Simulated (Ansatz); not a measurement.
TaCo3 (space group R-3m)

```xyz
12
Lattice="2.5464 1.4702 6.1704 -2.5464 1.4702 6.1704 0.0000 -2.9404 6.1704" Properties=species:S:1:pos:R:3 pbc="T T T"
Ta     0.0000     0.0000     0.0000
Ta     0.0000     0.0000     4.0483
Ta     0.0000     0.0000    14.4630
Co     0.0000     1.4702     6.1704
Co    -1.2732    -0.7351     6.1704
Co     1.2732    -0.7351     6.1704
Co     1.2020    -0.6940    10.3019
Co    -1.2020     0.6940     8.2093
Co     0.0000     1.3880    10.3019
Co     0.0000    -1.3880     8.2093
Co    -1.2020    -0.6940    10.3019
Co     1.2020     0.6940     8.2093
```

The volume is varied about the relaxed value V₀ at fixed cell shape. The atoms relax within the cell's symmetry.

Computed with PBEsol (plane waves to 420 eV, PAW, scalar-relativistic; Ansatz, a program for electronic structure). k mesh 9×9×9 (Γ-centred), Fermi-Dirac smearing 0.05 eV. E stands for the smeared free energy. With the shape held, the modulus is that of even scaling; a crystal free to change shape is softer. Spin-orbit coupling is left out, though Ta is heavy. TaCo3 is run without spin polarisation. TaCo3 was relaxed with its symmetry unable to fall. The zero of ΔE is the relaxed starting cell. The last digit holds for this mesh only.

| V (Å³/atom) | ΔE (meV/atom) |
|---|---|
| 9.702 | 346.8 |
| 10.010 | 227.8 |
| 10.318 | 138.2 |
| 10.626 | 73.7 |
| 10.934 | 31.1 |
| 11.242 | 7.4 |
| 11.550 | 0.0 |
| 11.858 | 6.7 |
| 12.166 | 25.7 |
| 12.474 | 55.2 |
| 12.782 | 93.8 |
| 13.090 | 140.3 |
| 13.398 | 193.5 |

**Question.** What is the fitted pressure derivative B₀′?

**Answer.** 4.4.

**Question.** What bulk modulus at fixed cell shape B₀ follows from a third-order Birch-Murnaghan fit?

**Answer.** 274 GPa. Check by three points about V = 11.550 Å³/atom, step 0.616: d²E/dV² ≈ (31 − 2·0 + 26) meV / 0.616² = 0.150 eV/Å⁶, and V·d²E/dV² × 160.2 = 278 GPa.

(Under strain, the slope of the energy per volume gives the stress and its curvature an elastic modulus.)
